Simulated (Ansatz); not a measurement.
K$_{2}$Pt (fluorite or antifluorite type, Fm-3m), the program Ansatz at the r²SCAN level (PAW), all energies at zero smearing, with the estimated change up to a 700 eV cutoff added, with one set of potentials and settings (totals compare only within such a set). Cell of 3 atoms (2 K, 1 Pt): -15621.839 eV.

```json
[
 {"element": "K", "reference phase": "Im-3m, 1 atoms in the cell", "E (eV/atom)": "-1542.4813"},
 {"element": "Pt", "reference phase": "Fm-3m, 1 atoms in the cell", "E (eV/atom)": "-12536.7848"}
]
```

Formation energy per atom, worked out: (-15621.839 − 2×(-1542.4813) − 1×(-12536.7848))/3 = -0.031 eV/atom (-3 kJ per mol of atoms), at 0 K, without zero-point energy or fitted corrections.

The first step of the workflow began from a Materials Project structure, measured or hypothetical; the Crystallography Open Database copy checked does not list it. Its standing as an ambient phase is unchecked. Symmetry was held in the r²SCAN relaxation; whether a distortion lowers the energy is not shown. No spin polarisation was allowed. The references are the lowest solids computed at this level, not always the standard phases. Scalar-relativistic: spin–orbit coupling is off unless named, which matters more the heavier the elements.

Potentials: the later of the program's two PAW sets.
